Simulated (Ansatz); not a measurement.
# Computed properties of MoIr₃

MoIr3:
```xyz
4
Lattice="3.8471 0.0000 0.0000 0.0000 3.8471 0.0000 0.0000 0.0000 3.8471" Properties=species:S:1:pos:R:3 pbc="T T T"
Ir     0.0000     1.9236     1.9236
Ir     1.9236     1.9236     0.0000
Ir     1.9236     0.0000     1.9236
Mo     0.0000     0.0000     0.0000
```

Space group Pm-3m (No. 221), Cu3Au type; conventional cell a = b = c = 3.8471 Å, α = β = γ = 90.00°.

Method: the program Ansatz at the PBEsol level (PAW). The cell and atoms are relaxed at this level. Other levels are named where they apply.

**Cell and energy**

* **Volume per atom**: 14.23 Å³
* **Density**: 19.62 g/cm³
* **Formation energy from the elements (no fitted shifts)**: -0.28 eV/atom

**Electronic structure**

* **Electronic character**: metallic (no gap)
* **Density of states at the Fermi level**: 0.77 states/eV per atom (mean over ±0.08 eV)
* **Gap with spin–orbit coupling**: none (metallic)

**Mechanics**

Bulk modulus (Birch–Murnaghan fit): 367 GPa
Pressure derivative B′: 4.8
Elastic constants (relaxed ions, GPa): C11 = 613, C12 = 245, C44 = 275
Mechanical stability: stable (all eigenvalues of C positive)
Hill bulk and shear moduli: 368 and 234 GPa
Young's modulus: 579 GPa
Poisson's ratio: 0.24
Debye temperature from the elastic constants: 470 K

**Phonons**

* **Highest zone-centre frequency**: 163 cm⁻¹
* **Zone-centre stability**: no imaginary mode at Γ

A made-up cell: these elements were put on the sites of a structure type; neither database checked (COD, Materials Project) lists it. COD files the formula under space group No. 194. Its standing as an ambient phase is unchecked. The PBEsol relaxation kept the symmetry of its start. No spin polarisation was allowed. As this level gives no gap, shear constants depend on the k-mesh and smearing (Fermi–Dirac, 0.1 eV here). As this level gives no gap, phonon frequencies hold no LO–TO term and depend on the k-mesh and smearing (Fermi–Dirac, 0.1 eV here). The references are the lowest solids computed at this level, not always the standard phases. Spin–orbit coupling is left out wherever it is not named.

Potentials: the earlier of the program's two PAW sets. The files were generated under PBE; for other functionals the program regenerates the frozen cores, and for LDA and PBEsol the local potential too.
